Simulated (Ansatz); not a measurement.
A distorted cell of CsCdCl₃ (cubic perovskite):

```
CsCdCl3
1.0
    5.18867     0.00000     0.00000
    0.00000     5.18867     0.00000
    0.00000     0.00000     5.32706
Cs Cd Cl
1 1 3
Direct
  0.00000   0.00000   0.00000
  0.50000   0.50000   0.50000
  0.00000   0.50000   0.50000
  0.50000   0.00000   0.50000
  0.50000   0.50000   0.00000
```

Computed with r2SCAN (plane waves to 500 eV, PAW, scalar-relativistic; Ansatz, a first-principles code). k mesh 6×6×6 (Γ-centred), Fermi-Dirac smearing 0.05 eV. The energy includes the smearing's −TS. Stress and pressure are positive under compression. CsCdCl3 was relaxed with its symmetry unable to fall.

Question: What is the stress tensor (GPa)?

Answer: 
```
   0.92     0.00     0.00
   0.00     0.92     0.00
   0.00     0.00    -0.23
```
The pressure, a third of the trace, is 0.53 GPa.

Question: It is the relaxed cell deformed to V/V₀ = 0.987, (c/a)/(c/a)₀ = 1.027, c along z, fractional positions held. What is its energy relative to the relaxed cell?

Answer: 2.4 meV/atom.

(A scan under strain: stresses follow from slopes of the energy per volume, elastic moduli from its curvatures.)
